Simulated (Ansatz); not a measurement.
Input deck for Ansatz 0.2.0, then the block of the output on the nuclei.

The cell is an entry of the Crystallography Open Database (COD), relaxed with PBE at fixed cell and then changed (z compressed by 3 %, ions relaxed).

```yaml
crystal:
  lattice:
    - [-1.6069, 1.6069, 3.7975015]
    - [1.6069, -1.6069, 3.7975015]
    - [1.6069, 1.6069, -3.7975015]
  atoms:
    - { symbol: Si, position: [0.3343886318, 0.3343886318, 0.0] }
    - { symbol: Si, position: [0.6656113682, 0.6656113682, 0.0] }
    - { symbol: W, position: [0.0, 0.0, 0.0] }
kpoints:
  mp_grid: { grid: [20, 20, 20] }
scf:
  occupations: { method: fermi_dirac, width: 0.05 }
hamiltonian:
  xc: pbe
  pseudopotentials: { kind: paw }
output:
  forces: true
  stress: true
  populations: true
  efg: { contact_densities: true }
  write_density: true
  write_potential: true
  elf: true
  volumetric_format: npy
relax:
  f_tol: 0.02
  max_steps: 60
```

```sh
ansatz run input.yaml --threads 1 --pin off --max-ram 3072MiB --backend cpu --events-out ev --progress --plain --runs-dir out
```

The run relaxes the ions first, and the block belongs to the relaxed positions.

Of the output, the block on the nuclei alone is shown; the set-up, the SCF iterations, energies, forces and stress are cut. One atom of each set with nearly equal values is shown.

```
--- PAW observables at the nuclei: V_zz in 10²¹ V/m², potentials from the cell's mean, atoms counted from 1 ---
  atom   1  Si V_zz =    -1.608579   η = 0.0000   by run symmetry: allowed
            electrostatic potential = -1371.311428 V   contact ρ = 12809.763229 e/Å³
  atom   3  W  V_zz =   -26.485841   η = 0.0000   by run symmetry: allowed
            electrostatic potential = -14813.957237 V   contact ρ = 8821974.542996 e/Å³
```

The relaxation (2 steps) took 56 s of wall time (55 s of CPU time) and 0.74 GiB at its peak, on 1 thread of Intel Xeon Platinum 8259CL CPU @ 2.50GHz (Skylake/Cascade Lake) (x86_64; 16 cores open to the job, memory cap 3.0 GiB, no GPU), a shared host with a load of 0.4 a core.

The run finds no gap above 0.1 eV (a metal, or nearly one), so the gradients can move by 10 % or more with the k-mesh. Without spin–orbit coupling the gradients at and beside W can be off by some per cent, at some sites by more. At this changed cell the PBE pressure is 12 GPa.
